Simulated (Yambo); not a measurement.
G0W0@PBEsol for SrHI (space group P4/nmm, No. 129) in Yambo. Reference settings: 2×2×1 Γ-centred k mesh, 230 bands and a 7 Ry block in the screening, 230 bands in G with the Bruneval-Gonze terminator, plasmon pole fitted at 27.2 eV. The PBEsol gap X → M on this mesh is 3.45 eV; G0W0 gaps are taken between the same points.

With and without the terminator, as bands are cut:

```csv
bands in G (in W),"gap, terminator (eV)","gap, none (eV)","valence shift, terminator (eV)","valence shift, none (eV)"
81 (230),4.969,4.907,-0.920,-0.527
145 (230),4.974,4.953,-0.982,-0.803
230 (230),4.975,4.969,-0.999,-0.921
```

Over this range the gap spans 0.006 eV with the terminator and 0.062 eV without, the valence shift 0.079 eV and 0.394 eV. Neither column has reached its limit for certain.

Spin-orbit coupling is not included.

Geometry relaxed with PBE+D3(BJ); primitive cell a = b = 4.291 Å, c = 8.190 Å, α = β = γ = 90.00°.

A shift is the quasiparticle energy of the state minus its PBEsol energy.
